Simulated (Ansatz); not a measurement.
**BeCd₂S₃: rattling a relaxed structure**

It was reached by relaxing an invented guess, and it needn't be the stable form of this composition.

These are results of DFT PBE, scalar-relativistic, plane waves, PAW in Ansatz 0.2.0, not measurements. Cutoff 420 eV; k points 6×6×4 on the computed 12-atom cell (Γ-centred); Gaussian smearing, width 0.02 eV; no spin polarisation.

The cell below (12 atoms, space group Cmc2_1 (No. 36)) is relaxed within its symmetry.

```cif
data_structure
_symmetry_space_group_name_H-M 'P 1'
_symmetry_Int_Tables_number 1
_cell_length_a 6.8231
_cell_length_b 6.8231
_cell_length_c 6.3526
_cell_angle_alpha 90.000
_cell_angle_beta 90.000
_cell_angle_gamma 60.090
_cell_volume 256.36
loop_
_atom_site_label
_atom_site_type_symbol
_atom_site_fract_x
_atom_site_fract_y
_atom_site_fract_z
_atom_site_occupancy
Be1 Be 0.84718 0.15282 0.49847 1
Be2 Be 0.15282 0.84718 0.99847 1
Cd1 Cd 0.48539 0.83261 0.49551 1
Cd2 Cd 0.51461 0.16739 0.99551 1
Cd3 Cd 0.16739 0.51461 0.49551 1
Cd4 Cd 0.83261 0.48539 0.99551 1
S1 S 0.83547 0.45634 0.59356 1
S2 S 0.54366 0.16453 0.59356 1
S3 S 0.12189 0.87811 0.65789 1
S4 S 0.45634 0.83547 0.09356 1
S5 S 0.16453 0.54366 0.09356 1
S6 S 0.87811 0.12189 0.15789 1
```

For the test it was strained at random (σ = 1.5 % a component), the atoms were moved at random (σ = 0.15 Å), and all was relaxed again on a coarse 2×2×2 mesh (in the run’s order of axes) with 0.10 eV smearing, with no symmetry imposed.

Question: Is the structure stable against such a distortion?

Answer: It returns, within 1 meV/atom of the unmoved cell on that mesh and with the same symmetry when read at 0.1 Å. So it is stable against the distortions that fit this cell and that this random move excites. Modes that don't fit the cell aren't tested.
